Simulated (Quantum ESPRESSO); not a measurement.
Al2GaInP4, finding a planted mistake in a log

Simulated, not a measurement. The program is pw.x of Quantum ESPRESSO 7.5 (plane-wave density functional theory). The cell is made up: 8 atoms on a zincblende/diamond lattice, with randomly drawn elements, strain and displacements, not relaxed. PseudoDojo standard norm-conserving files (v0.5 for PBE, v0.4.1 for LDA and PBEsol) set the functional; there is no spin polarisation, spin-orbit coupling or dispersion term, and the masses in the input are unused placeholders.

Intended input:

```
&control calculation='scf', pseudo_dir='./dojo.nc.sr.pbe.v0_5.standard.upf', outdir='./o', disk_io='medium', tprnfor=.true., tstress=.true. /
&system ibrav=0, nat=8, ntyp=4, nbnd=32, ecutwfc=79.96652505, nosym=.true., tot_charge=0,
 occupations='smearing', smearing='fd', degauss=0.0018374661
/
&electrons conv_thr=7.350e-09, electron_maxstep=60, /
ATOMIC_SPECIES
Al 1.0 Al.upf
Ga 1.0 Ga.upf
In 1.0 In.upf
P 1.0 P.upf
CELL_PARAMETERS angstrom
5.386 0.0134 -0.0079
0.0134 5.4335 0.0166
-0.0079 0.0166 5.4021
ATOMIC_POSITIONS angstrom
Al -0.0058 0.0333 0.0291
Ga 0.0183 2.732 2.6767
Al 2.6279 -0.0024 2.6676
In 2.6792 2.7025 -0.0252
P 1.3918 1.3582 1.3483
P 1.3226 4.1364 4.1045
P 4.0633 1.2929 3.9752
P 4.0245 4.1096 1.4077
K_POINTS automatic
4 4 4 1 1 1
```

The log is shortened where brackets say so; the opening notice, blank lines, dates and the lines on written files are dropped, and the path of the files is cut. It prints rydbergs, bohrs and kilobars, and counts compression as positive stress.

Log of the intended run:

```
     Program PWSCF v.7.5
     Parallel version (MPI & OpenMP), running on       1 processor cores
     Number of MPI processes:                 1
     Threads/MPI process:                     1
     [start-up lines left out]
     bravais-lattice index     =            0
     lattice parameter (alat)  =      10.1781  a.u.
     unit-cell volume          =    1066.8357 (a.u.)^3
     number of atoms/cell      =            8
     number of atomic types    =            4
     number of electrons       =        52.00
     number of Kohn-Sham states=           32
     kinetic-energy cutoff     =      79.9665  Ry
     charge density cutoff     =     319.8661  Ry
     scf convergence threshold =      7.3E-09
     mixing beta               =       0.7000
     number of iterations used =            8  plain     mixing
     Exchange-correlation= PBE
                           (   1   4   3   4   0   0   0)
     [axes and pseudopotential details left out]
   Cartesian axes
     site n.     atom                  positions (alat units)
         1        Al     tau(   1) = (  -0.0010769   0.0061827   0.0054029  )
         2        Ga     tau(   2) = (   0.0033977   0.5072389   0.4969716  )
         3        Al     tau(   3) = (   0.4879111  -0.0004456   0.4952820  )
         4        In     tau(   4) = (   0.4974357   0.5017617  -0.0046788  )
         5        P      tau(   5) = (   0.2584096   0.2521712   0.2503332  )
         6        P      tau(   6) = (   0.2455615   0.7679879   0.7620651  )
         7        P      tau(   7) = (   0.7544157   0.2400473   0.7380586  )
         8        P      tau(   8) = (   0.7472119   0.7630120   0.2613617  )
     number of k points=    32  Fermi-Dirac smearing, width (Ry)=  0.0018
                       cart. coord. in units 2pi/alat
        k(    1) = (   0.1248765   0.1232196   0.1244320), wk =   0.0625000
        k(    2) = (   0.1252440   0.1224572   0.3736908), wk =   0.0625000
     [further k points left out]
     Dense  grid:   102967 G-vectors     FFT dimensions: (  60,  60,  60)
     Estimated max dynamical RAM per process >     132.83 MB
     Initial potential from superposition of free atoms
     starting charge      51.9880, renormalised to      52.0000
     Starting wfcs are   42 randomized atomic wfcs
     total cpu time spent up to now is        6.7 secs
     per-process dynamical memory:    80.7 Mb
     Self-consistent Calculation
     iteration #  1     ecut=    79.97 Ry     beta= 0.70
     Davidson diagonalization with overlap
     ethr =  1.00E-02,  avg # of iterations =  4.3
     Threshold (ethr) on eigenvalues was too large:
     Diagonalizing with lowered threshold
     Davidson diagonalization with overlap
     ethr =  7.37E-04,  avg # of iterations =  1.7
     total cpu time spent up to now is       33.2 secs
     total energy              =    -350.61597582 Ry
     estimated scf accuracy    <       0.39915465 Ry
     iteration #  2     ecut=    79.97 Ry     beta= 0.70
     Davidson diagonalization with overlap
     ethr =  7.68E-04,  avg # of iterations =  2.2
     total cpu time spent up to now is       44.7 secs
     total energy              =    -350.70446255 Ry
     estimated scf accuracy    <       0.08037534 Ry
     [iterations 3 to 8 left out]
     iteration #  9     ecut=    79.97 Ry     beta= 0.70
     Davidson diagonalization with overlap
     ethr =  1.42E-10,  avg # of iterations =  3.5
     total cpu time spent up to now is      141.1 secs
     total energy              =    -350.72320900 Ry
     estimated scf accuracy    <       0.00000002 Ry
     iteration # 10     ecut=    79.97 Ry     beta= 0.70
     Davidson diagonalization with overlap
     ethr =  3.47E-11,  avg # of iterations =  2.2
     total cpu time spent up to now is      153.1 secs
     End of self-consistent calculation
     [lines on levels left out]
!    total energy              =    -350.72320900 Ry
     estimated scf accuracy    <          8.7E-10 Ry
     smearing contrib. (-TS)   =      -0.00000000 Ry
     internal energy E=F+TS    =    -350.72320900 Ry
     The total energy is F=E-TS. E is the sum of the following terms:
     one-electron contribution =    -146.97522005 Ry
     hartree contribution      =     107.54407929 Ry
     xc contribution           =    -103.20048095 Ry
     ewald contribution        =    -208.09158729 Ry
     convergence has been achieved in  10 iterations
     Forces acting on atoms (cartesian axes, Ry/au):
     atom    1 type  1   force =    -0.00967330   -0.01067808    0.00884296
     atom    2 type  2   force =     0.00156803   -0.00196764    0.01833515
     atom    3 type  1   force =     0.01476698   -0.00937092    0.02516162
     atom    4 type  3   force =     0.05802585    0.00247406   -0.01897659
     atom    5 type  4   force =    -0.07200875   -0.03452933    0.04079988
     atom    6 type  4   force =    -0.04708267    0.03043083   -0.05675750
     atom    7 type  4   force =     0.01854408   -0.00052306   -0.01945818
     atom    8 type  4   force =     0.03585977    0.02416413    0.00205266
     Total force =     0.149344     Total SCF correction =     0.000071
     Computing stress (Cartesian axis) and pressure
          total   stress  (Ry/bohr**3)                   (kbar)     P=      117.12
   0.00080247  -0.00009035   0.00003521          118.05      -13.29        5.18
  -0.00009035   0.00078057  -0.00015543          -13.29      114.83      -22.86
   0.00003521  -0.00015543   0.00080541            5.18      -22.86      118.48
     init_run     :      5.57s CPU      6.64s WALL (       1 calls)
     electrons    :    135.64s CPU    146.40s WALL (       1 calls)
     forces       :      2.48s CPU      2.54s WALL (       1 calls)
     stress       :      8.80s CPU      9.10s WALL (       1 calls)
     [timing details left out]
     PWSCF        :   2m32.60s CPU   2m44.86s WALL
     JOB DONE.
```

A second run was made from an input with one planted mistake. Its log:

```
     Program PWSCF v.7.5
     Parallel version (MPI & OpenMP), running on       1 processor cores
     Number of MPI processes:                 1
     Threads/MPI process:                     1
     [start-up lines left out]
     bravais-lattice index     =            0
     lattice parameter (alat)  =      10.1781  a.u.
     unit-cell volume          =    1066.8357 (a.u.)^3
     number of atoms/cell      =            8
     number of atomic types    =            4
     number of electrons       =        52.00
     number of Kohn-Sham states=           32
     kinetic-energy cutoff     =      42.3352  Ry
     charge density cutoff     =     169.3409  Ry
     scf convergence threshold =      7.3E-09
     mixing beta               =       0.7000
     number of iterations used =            8  plain     mixing
     Exchange-correlation= PBE
                           (   1   4   3   4   0   0   0)
     [axes and pseudopotential details left out]
   Cartesian axes
     site n.     atom                  positions (alat units)
         1        Al     tau(   1) = (  -0.0010769   0.0061827   0.0054029  )
         2        Ga     tau(   2) = (   0.0033977   0.5072389   0.4969716  )
         3        Al     tau(   3) = (   0.4879111  -0.0004456   0.4952820  )
         4        In     tau(   4) = (   0.4974357   0.5017617  -0.0046788  )
         5        P      tau(   5) = (   0.2584096   0.2521712   0.2503332  )
         6        P      tau(   6) = (   0.2455615   0.7679879   0.7620651  )
         7        P      tau(   7) = (   0.7544157   0.2400473   0.7380586  )
         8        P      tau(   8) = (   0.7472119   0.7630120   0.2613617  )
     number of k points=    32  Fermi-Dirac smearing, width (Ry)=  0.0018
                       cart. coord. in units 2pi/alat
        k(    1) = (   0.1248765   0.1232196   0.1244320), wk =   0.0625000
        k(    2) = (   0.1252440   0.1224572   0.3736908), wk =   0.0625000
     [further k points left out]
     Dense  grid:    39669 G-vectors     FFT dimensions: (  45,  45,  45)
     Estimated max dynamical RAM per process >      53.84 MB
     Initial potential from superposition of free atoms
     starting charge      51.9880, renormalised to      52.0000
     negative rho (up, down):  3.434E-05 0.000E+00
     Starting wfcs are   42 randomized atomic wfcs
     total cpu time spent up to now is        3.0 secs
     per-process dynamical memory:    40.1 Mb
     Self-consistent Calculation
     iteration #  1     ecut=    42.34 Ry     beta= 0.70
     Davidson diagonalization with overlap
     ethr =  1.00E-02,  avg # of iterations =  4.2
     total cpu time spent up to now is        9.2 secs
     total energy              =    -348.51126000 Ry
     estimated scf accuracy    <       0.73966571 Ry
     iteration #  2     ecut=    42.34 Ry     beta= 0.70
     Davidson diagonalization with overlap
     ethr =  1.42E-03,  avg # of iterations =  2.0
     total cpu time spent up to now is       14.3 secs
     total energy              =    -348.67827232 Ry
     estimated scf accuracy    <       0.13610224 Ry
     [iterations 3 to 8 left out]
     iteration #  9     ecut=    42.34 Ry     beta= 0.70
     Davidson diagonalization with overlap
     ethr =  3.13E-10,  avg # of iterations =  4.0
     total cpu time spent up to now is       57.2 secs
     total energy              =    -348.71324570 Ry
     estimated scf accuracy    <       0.00000007 Ry
     iteration # 10     ecut=    42.34 Ry     beta= 0.70
     Davidson diagonalization with overlap
     ethr =  1.42E-10,  avg # of iterations =  2.0
     total cpu time spent up to now is       62.0 secs
     End of self-consistent calculation
     [lines on levels left out]
!    total energy              =    -348.71324572 Ry
     estimated scf accuracy    <          1.6E-09 Ry
     smearing contrib. (-TS)   =      -0.00000000 Ry
     internal energy E=F+TS    =    -348.71324572 Ry
     The total energy is F=E-TS. E is the sum of the following terms:
     one-electron contribution =    -143.13404207 Ry
     hartree contribution      =     104.83922822 Ry
     xc contribution           =    -102.32684458 Ry
     ewald contribution        =    -208.09158729 Ry
     convergence has been achieved in  10 iterations
     Forces acting on atoms (cartesian axes, Ry/au):
     atom    1 type  1   force =    -0.00962783   -0.01072988    0.00886194
     atom    2 type  2   force =     0.00109219   -0.00205035    0.01832773
     atom    3 type  1   force =     0.01487111   -0.00936144    0.02527028
     atom    4 type  3   force =     0.05848099    0.00256841   -0.01900816
     atom    5 type  4   force =    -0.07285341   -0.03324242    0.04161893
     atom    6 type  4   force =    -0.04774561    0.02906051   -0.05752392
     atom    7 type  4   force =     0.01927367    0.00094869   -0.02009491
     atom    8 type  4   force =     0.03650890    0.02280648    0.00254811
     Total force =     0.150255     Total SCF correction =     0.000120
     Computing stress (Cartesian axis) and pressure
          total   stress  (Ry/bohr**3)                   (kbar)     P=    -1174.09
  -0.00796016  -0.00009648   0.00004143        -1170.98      -14.19        6.10
  -0.00009648  -0.00801575  -0.00016460          -14.19    -1179.16      -24.21
   0.00004143  -0.00016460  -0.00796792            6.10      -24.21    -1172.12
     init_run     :      2.70s CPU      2.86s WALL (       1 calls)
     electrons    :     54.40s CPU     59.03s WALL (       1 calls)
     forces       :      0.94s CPU      0.96s WALL (       1 calls)
     stress       :      4.48s CPU      4.50s WALL (       1 calls)
     [timing details left out]
     PWSCF        :   1m 2.63s CPU   1m 7.53s WALL
     JOB DONE.
```

Question: what was wrong in the second input?

Answer: the plane-wave cutoff is too low. The input lines that differ, file-writing options aside:

```
- &system ibrav=0, nat=8, ntyp=4, nbnd=32, ecutwfc=79.96652505, nosym=.true., tot_charge=0,
+ &system ibrav=0, nat=8, ntyp=4, nbnd=32, ecutwfc=42.33521915, nosym=.true., tot_charge=0,
```

|  | intended run | run with the mistake |
| --- | --- | --- |
| free energy (eV) | -4771.832 | -4744.485 |
| smearing term -TS (eV) | 0.0000 | 0.0000 |
| pressure (GPa) | 11.71 | -117.41 |
| largest force component (eV/Å) | 1.851 | 1.873 |
| largest change of a force component (eV/Å) |  | 0.038 |
| iterations | 10 | 10 |

For scale, a rerun of the intended cell at 1377 eV and a 6 x 6 x 6 mesh moved values by no more than 0.007 eV in energy, 0.02 GPa in stress and 0.002 eV/Å in force.